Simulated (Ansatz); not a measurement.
Relaxed-ion elastic tensor of SnMo$_{2}$C in space group P6_3/mmc (No. 194; Sn on 2d, Mo on 4f, C on 2a) in GPa (Voigt order), r²SCAN (plane waves, PAW; program Ansatz); density 9.10 g/cm³, 14.72 Å³ per atom.

```
 270   155   143   0.0   0.0   0.0
 155   270   143   0.0   0.0   0.0
 143   143   329   0.0   0.0   0.0
 0.0   0.0   0.0  48.9   0.0   0.0
 0.0   0.0   0.0   0.0  48.9   0.0
 0.0   0.0   0.0   0.0   0.0  57.4
```

### Question
Is the crystal mechanically stable?

### Answer
Yes: the smallest eigenvalue of C is 48.9 GPa.

### Question
Work out the Voigt, Reuss and Hill averages.

### Answer
K_V = 195, K_R = 194, K_H = 194; G_V = 59.6, G_R = 57.1, G_H = 58.3 GPa.

### Question
Give Young's modulus, Poisson's ratio, Pugh's ratio and the universal anisotropy index.

### Answer
E = 9KG/(3K + G) = 159 GPa; ν = 0.36; K/G = 3.33 (ductile by the Pugh limit of 1.75); A_U = 5G_V/G_R + K_V/K_R − 6 = 0.22.

### Question
Estimate the sound speeds and the Debye temperature.

### Answer
v_l = √((K + 4G/3)/ρ) = 5470 m/s, v_t = √(G/ρ) = 2530 m/s, mean 2850 m/s; Θ = (h/k)(3n/4πV)^(1/3) v_m = 346 K.

### Question
How much does each axis shrink under pressure?

### Answer
Linear compressibilities β_i = Σ_j S_ij (j = 1 to 3): x 1.9, y 1.9, z 1.4 per TPa.

The start of the workflow was typed in or built on a structure type; neither database checked (COD, Materials Project) lists it. Its standing as an ambient phase is unchecked. The r²SCAN relaxation kept the symmetry of its start; its stability against distortions is not shown here. The run is not spin-polarised. As this level gives no gap, shear constants depend on the k-mesh and smearing (Fermi–Dirac, 0.1 eV here). Spin–orbit coupling is left out wherever it is not named.

Potentials: the earlier of the program's two PAW sets.
